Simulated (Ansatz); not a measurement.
NbAu₂ (space group P6/mmm)

```
NbAu2
1.0
    4.66046     0.00000     0.00000
   -2.33023     4.03607     0.00000
    0.00000     0.00000     2.74609
Nb Au
1 2
Cartesian
  0.00000   0.00000   0.00000
  2.33023   1.34536   1.37305
  0.00000   2.69072   1.37305
```

This relaxed cell (volume V₀) is scaled evenly in all directions, its shape held. Symmetry pins the atoms to their sites.

Computed with r2SCAN (plane waves to 500 eV, PAW, scalar-relativistic; Ansatz, an electronic-structure program). k mesh 12×12×17 (Γ-centred), Fermi-Dirac smearing 0.05 eV. The energy includes the smearing's −TS. Stress and pressure are positive under compression. With the shape held, the modulus is that of even scaling; a crystal free to change shape is softer. NbAu2 is run without spin polarisation. NbAu2 was relaxed with its symmetry unable to fall. Spin-orbit coupling is left out, though Au is heavy. The zero of ΔE is the relaxed starting cell. The last digit holds for this mesh only.

```csv
V (Å³/atom),ΔE (meV/atom)
16.185,42.9
16.443,23.3
16.701,10.0
16.960,withheld
17.218,0.0
17.476,2.3
17.734,8.9
17.993,19.4
18.251,33.5
```

Fit a third-order Birch-Murnaghan form (E₀, V₀, B₀, B₀′ free) to the given rows and predict ΔE at V = 16.960.

Least squares on the 8 given rows: ΔE = E₀ + (9V₀B₀/16)·y²·[2 + (B₀′ − 4)y], y = (V₀/V)^(2/3) − 1, with V₀ = 17.216 Å³/atom, B₀ = 195.3 GPa (160.2 GPa = 1 eV/Å³; the term in eV is multiplied by 1000), B₀′ = 5.35, E₀ = -0.02 meV/atom; root-mean-square residual 0.02 meV/atom. At 16.960 the fit gives 2.4 meV/atom; the calculation gives 2.4 meV/atom, the same to the digits shown. For the pressure the fit gives 3.0 GPa against the computed 3.1 GPa.

(A scan under strain: stresses follow from slopes of the energy per volume, elastic moduli from its curvatures.)
